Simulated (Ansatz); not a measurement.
The elements of this relaxed trial crystal are hidden behind letters.

```
lattice vectors (Å)
   3.7766    0.0000    0.0000
  -1.8883    3.2706    0.0000
   0.0000    0.0000    5.0567
fractional positions
X 0.3333 0.6667 0.3989
X 0.6667 0.3333 0.6011
Z 0.0000 0.0000 0.0000
```

Computed with Ansatz 0.2.0, DFT PBE, scalar-relativistic, plane waves, PAW. The final run on the 3-atom cell used 420 eV, a Γ-centred 14×14×10 mesh, 0.10 eV smearing and no spin polarisation.

```
Space group                                 : P-3m1 (No. 164)
Conventional cell                           : a = 3.777 Å, c = 5.057 Å
Volume per atom                             : 20.82 Å³
Density                                     : 4.65 g/cm³
Energy over the elements                    : +0.24 eV/atom
Gap on the 14×14×10 mesh of the 3-atom cell : 0 eV (a metal)
```

Energies are uncorrected and count from the elements' standard states at the same level.

Problem. X is a p-block element of period 3 and Z is a p-block element of period 5. Which elements are they?

Solution. X = Si, Z = Sn, so the formula is Si2Sn. Density times volume gives a mean mass of 4.65 × 20.82/1.6605 = 58.3 u per atom, and this set has 58.3 u. Among the elements that the hints allow, noble gases aside, only these give it. Around Si lie 3 Si at 2.41 Å and 3 Sn at 2.97 Å; around Sn lie 6 Si at 2.97 Å.

The end has C2/m (No. 12) at a tolerance of 0.01 Å; the cell shown is made exact in the group found at 0.05 Å. This cell was reached by moving the atoms of another relaxed cell at random and relaxing again, last within the group found; it had no such test of its own.
